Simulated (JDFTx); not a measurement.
## V(211) as an electrode

V(211) slab cut from bulk V (space group Im-3m, indices of the conventional cell, lattice of the Materials Project entry mp-146, not re-optimised): 8 atoms in 8 planes, a 1x1 cell of 10.89 Å² (|a| = 2.583, |b| = 4.218 Å), 8.3 Å between the outermost planes, cell height 24.5 Å, 8×6×1 k mesh, Fermi smearing 0.01 Ha, no spin polarisation. Neither spin polarisation nor a larger cell was tried.

Level of theory: PBE, GBRV ultrasoft potentials, plane waves to 20/100 Ha; code: JDFTx (a modified build). Outer atoms relaxed in vacuum, keeping the start's symmetry. The same nuclei were then put into each liquid, at zero charge and at set potentials or charges. The surface is an ideal bare cut with both faces alike: no reconstruction, overlayer or explicit solvent molecules. SHE scale: U = −μ/e − 4.44 V, by convention.

In vacuum the work function is 3.98 eV, which would put the uncharged electrode at -0.46 V vs SHE if the liquid did nothing. Each liquid moves the Fermi level of the neutral slab, now counted from the bulk liquid: CANDLE, water, 0.5 M KCl by 0.52 eV, to a potential of zero charge of -0.98 V; SaLSA, water, 0.5 M KCl by 0.63 eV, to a potential of zero charge of -1.09 V. The models of water differ by 0.11 V among themselves.

Charging:

```csv
liquid,U − U_pzc (V),σ (μC/cm²),σ/(U − U_pzc) (μF/cm²),Δγ (mJ/m²)
"CANDLE, water",0.13,4.0,31,-3
"CANDLE, water",0.68,20.7,30,-71
```

The mean capacitance runs from 30 to 31 μF/cm². Δγ, the grand free energy per area against the neutral surface, is negative throughout, since charging at a held potential lowers it. The cavity function reaches one half at 3.2 Å (CANDLE, water), 3.1 Å (SaLSA, water) above the top atoms; the models define their cavities differently. No specific adsorption of ions or solvent is in these numbers.
